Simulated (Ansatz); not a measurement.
Given:

SnO$_{2}$:
```yaml
crystal:
  lattice:
    - [-3.20008, 3.36484, 3.36484]
    - [3.20008, -3.36484, 3.36484]
    - [3.20008, 3.36484, -3.36484]
  atoms:
    - { symbol: Sn, position: [0.99996, 0.24996, 0.75000] }
    - { symbol: Sn, position: [0.00004, 0.75004, 0.25000] }
    - { symbol: Sn, position: [0.50000, 0.50000, 0.50000] }
    - { symbol: Sn, position: [0.50000, 0.00000, 0.00000] }
    - { symbol: O, position: [0.19410, 0.19413, 0.50003] }
    - { symbol: O, position: [0.80590, 0.80587, 0.49997] }
    - { symbol: O, position: [0.19410, 0.69406, 0.99997] }
    - { symbol: O, position: [0.80590, 0.30594, 0.00003] }
    - { symbol: O, position: [0.69414, 0.75004, 0.94410] }
    - { symbol: O, position: [0.30586, 0.24996, 0.05590] }
    - { symbol: O, position: [0.30594, 0.75004, 0.55590] }
    - { symbol: O, position: [0.69406, 0.24996, 0.44410] }
```

This is the r²SCAN-relaxed structure.

All from the program Ansatz at the r²SCAN level (PAW), unless another level is named. Estimate the static dielectric constant ε0 (ions relaxed, cell fixed).

9.66 (xx), 11.9 (yy), 12.0 (zz).

Give the Born charges (a third of the trace).

Sn +4.27 to +4.28, O -2.14 e.

Predict the Bader charges.

Sn +2.62, O -1.31 e.

Predict the electronic dielectric constant ε∞ (DFPT).

4.36 (xx), 4.01 (yy), 4.00 (zz).

Space group P4_2/mnm (rutile). Symmetry was held in the r²SCAN relaxation. Scalar-relativistic: spin–orbit coupling is off unless named, which matters more the heavier the elements.

Potentials: the earlier of the program's two PAW sets.
